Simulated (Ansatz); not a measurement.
The relaxed structure here is a generated cell of VSb: the first start was made by a random draw of sites in a space group, and the end was not matched to a known phase here, so it may be hypothetical.

The end point of a relaxation of VSb. Space group Fd-3m (No. 227), AFLOW prototype AB_cF16_227_a_b (B32, as in NaTl). Level of theory: PBE (plane waves to 420 eV, PAW, scalar-relativistic; Ansatz, a first-principles code).

```cif
data_Sb2V2
_chemical_formula_sum 'Sb2 V2'
_space_group_name_H-M_alt 'P 1'
_space_group_IT_number 1
_cell_length_a 4.73096
_cell_length_b 4.73096
_cell_length_c 4.73096
_cell_angle_alpha 60.000
_cell_angle_beta 60.000
_cell_angle_gamma 60.000
loop_
_space_group_symop_operation_xyz
  'x, y, z'
loop_
_atom_site_label
_atom_site_type_symbol
_atom_site_fract_x
_atom_site_fract_y
_atom_site_fract_z
_atom_site_occupancy
Sb1 Sb 0.75000 0.75000 0.75000 1
Sb2 Sb 0.50000 0.50000 0.50000 1
V1 V 0.25000 0.25000 0.25000 1
V2 V 0.00000 0.00000 0.00000 1
```

Q: Give the magnetic moment at the level PBE.

A: Zero (the starting moments vanished).

No spin polarisation in the result: the starting moments vanished.

The run could not lose the symmetry of its start, so the end can be a saddle point.

All atoms sit on sites fixed by symmetry, so only the cell could relax.
